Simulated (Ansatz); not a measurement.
BaS (rock salt, space group No. 225), a = b = c = 6.3319 Å, α = β = γ = 90.00°; the cell used has 2 atoms.

Relaxed with PBEsol. Independent-particle spectrum: no excitons, no local fields, no scissors shift; 0.1 eV broadening; ε₁ of the summed bands alone.

**Question.** Tabulate the dielectric function from plane-wave PAW PBEsol (Ansatz code).

**Answer.** 

| E (eV) | ε₁ xx | ε₂ xx |
|---|---|---|
| 0.0 | 5.42 | 0.00 |
| 0.3 | 5.43 | 0.00 |
| 0.6 | 5.49 | 0.00 |
| 0.9 | 5.58 | 0.00 |
| 1.2 | 5.72 | 0.00 |
| 1.5 | 5.94 | 0.00 |
| 1.8 | 6.31 | 0.00 |
| 2.1 | 7.29 | 0.25 |
| 2.4 | 7.16 | 1.66 |
| 2.7 | 6.71 | 2.03 |
| 3.0 | 6.49 | 2.21 |
| 3.3 | 6.46 | 2.32 |
| 3.6 | 6.72 | 2.54 |
| 3.9 | 6.61 | 3.42 |
| 4.2 | 6.34 | 3.54 |
| 4.5 | 6.38 | 3.83 |
| 4.8 | 6.70 | 4.28 |
| 5.1 | 6.52 | 5.62 |
| 5.4 | 5.84 | 6.44 |
| 5.7 | 5.12 | 7.54 |
| 6.0 | 3.17 | 7.59 |
| 6.3 | 2.15 | 7.19 |
| 6.6 | 2.64 | 8.35 |
| 6.9 | -0.39 | 7.79 |
| 7.2 | -1.12 | 5.50 |
| 7.5 | -0.27 | 6.05 |
| 7.8 | -2.13 | 4.99 |
| 8.1 | -1.49 | 4.04 |
| 8.4 | -1.75 | 2.73 |
| 8.7 | -1.12 | 2.48 |
| 9.0 | -0.81 | 1.93 |
| 9.3 | -0.82 | 2.46 |
| 9.6 | -1.10 | 2.00 |
| 9.9 | -0.93 | 1.41 |
| 10.2 | -0.58 | 1.15 |
| 10.5 | -0.58 | 1.00 |
| 10.8 | -0.09 | 0.66 |
| 11.1 | 0.05 | 0.57 |
| 11.4 | 0.45 | 0.38 |
| 11.7 | 0.71 | 0.49 |
| 12.0 | 1.21 | 0.29 |

**Question.** From ε at 2.7 eV (xx: 6.71 + 2.03i), find n, k, the normal reflectivity and the absorption coefficient.

**Answer.** n = 2.62, k = 0.388, R = 21 %, α = 2kE/ħc = 110000 cm⁻¹.

With all bands, ε∞ without local fields is 5.49. DFPT, with local fields, gives 4.99.

Space group Fm-3m (rock salt). Symmetry was held in the PBEsol relaxation. Scalar-relativistic: spin–orbit coupling is off unless named, which matters more the heavier the elements.

Potentials: the later of the program's two PAW sets.
